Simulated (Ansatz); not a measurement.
Total density of states per atom from plane-wave PAW PBE (Ansatz code), in 0.25 eV bins, energy from the valence-band maximum:

```tsv
E (eV)	states/eV/atom
-7.85	0.00
-7.60	0.00
-7.35	0.00
-7.10	0.00
-6.85	0.00
-6.60	0.16
-6.35	0.45
-6.10	0.58
-5.85	0.92
-5.60	0.97
-5.35	0.49
-5.10	0.34
-4.85	0.52
-4.60	1.38
-4.35	1.04
-4.10	0.29
-3.85	0.50
-3.60	1.60
-3.35	0.81
-3.10	0.53
-2.85	0.53
-2.60	0.69
-2.35	1.37
-2.10	1.05
-1.85	0.85
-1.60	0.76
-1.35	0.31
-1.10	0.92
-0.85	0.74
-0.60	0.48
-0.35	0.31
-0.10	0.06
0.15	0.00
0.40	0.00
0.65	0.00
0.90	0.00
1.15	0.00
1.40	0.00
1.65	0.04
1.90	0.58
2.15	0.99
2.40	1.39
2.65	1.51
2.90	1.00
3.15	1.13
3.40	0.81
3.65	0.73
3.90	0.45
4.15	0.29
4.40	0.96
4.65	0.40
4.90	0.27
5.15	0.30
5.40	0.20
5.65	0.21
5.90	0.26
6.15	0.36
6.40	0.40
```

Which compound is it?
(A) WS2, P6_3/mmc (W on 2c, S on 4f)
(B) BeS, wurtzite
(C) BeS, CsCl type
(D) Te2W, fluorite or antifluorite type

A, WS2, P6_3/mmc (W on 2c, S on 4f). Top 1 eV of the valence band: W 5d 67 %, S 3p 28 %. Bottom 1 eV of the conduction band: W 5d 61 %, S 3p 32 %. Projections are on Löwdin-orthogonalised atomic valence shells; empty p or d shells of many metals are not among them.

Symmetry was held in the PBE relaxation. No spin polarisation was allowed. The volume lies over 15 % above that of the usual cell of this phase: another minimum, or an error of the functional. A crystal of weakly bound layers computed without a dispersion correction: the cell and the soft elastic constants depend strongly on that. Scalar-relativistic: spin–orbit coupling is off unless named, which matters more the heavier the elements.

Potentials: the later of the program's two PAW sets.
